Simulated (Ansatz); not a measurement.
**BiCl3 (ReO3-type structure)**

Method: PBEsol, scalar-relativistic; no spin polarisation; PAW, 420 eV, 6×6×6 k-mesh, Gaussian smearing of 0.05 eV; code Ansatz; PAW files: Ansatz's generated set soft_2.

```yaml
crystal:
  lattice:
    - [5.36393, 0.00000, 0.00000]
    - [0.00000, 5.36393, 0.00000]
    - [0.00000, 0.00000, 5.36393]
  atoms:
    - { symbol: Bi, position: [0.00000, 0.00000, 0.00000] }
    - { symbol: Cl, position: [0.50000, 0.00000, 0.00000] }
    - { symbol: Cl, position: [0.00000, 0.00000, 0.50000] }
    - { symbol: Cl, position: [0.00000, 0.50000, 0.00000] }
```

The start was a prototype's sites filled with these elements. The Crystallography Open Database lists the compound in space group Pna21, so this is a trial structure. The ideal cubic cell shuts out tilts of the octahedra, which such structures often take.

Cell and atoms are those of this level's equilibrium.

Elastic constants come from the stress of slightly strained cells with relaxed atoms, in GPa, Voigt order xx, yy, zz, yz, xz, xy in the Cartesian frame of the vectors above.

```
95.2  6.1  6.1  0.0  0.0  0.0
 6.1 95.2  6.1  0.0  0.0  0.0
 6.1  6.1 95.2  0.0  0.0  0.0
 0.0  0.0  0.0  5.2  0.0  0.0
 0.0  0.0  0.0  0.0  5.2  0.0
 0.0  0.0  0.0  0.0  0.0  5.2
```

Task: Is the crystal mechanically stable, and what are its polycrystalline moduli?

Result: Stable against homogeneous strain: the smallest eigenvalue of the tensor is 5.2 GPa. Hill averages: K = 36 GPa, G = 14.5 GPa, E = 38 GPa, ν = 0.32.

For a cubic crystal three numbers say it all: C11 = 95.2, C12 = 6.1, C44 = 5.2 GPa. K = (C11 + 2C12)/3 = 35.8 GPa. The two shear moduli are C44 and C′ = (C11 − C12)/2 = 44.6 GPa, so Zener's ratio C44/C′ is 0.12: the crystal is stiffest along ⟨100⟩ and softest along ⟨111⟩. The Cauchy pressure C12 − C44 is 0.9 GPa; pair forces would make it zero if every atom sat on a centre of inversion, as here.

The equation of state, an independent route, gives B0 = 36 GPa, against 36 GPa here.

 Scalar-relativistic only: spin–orbit splittings of the heavy atoms' levels are missing.
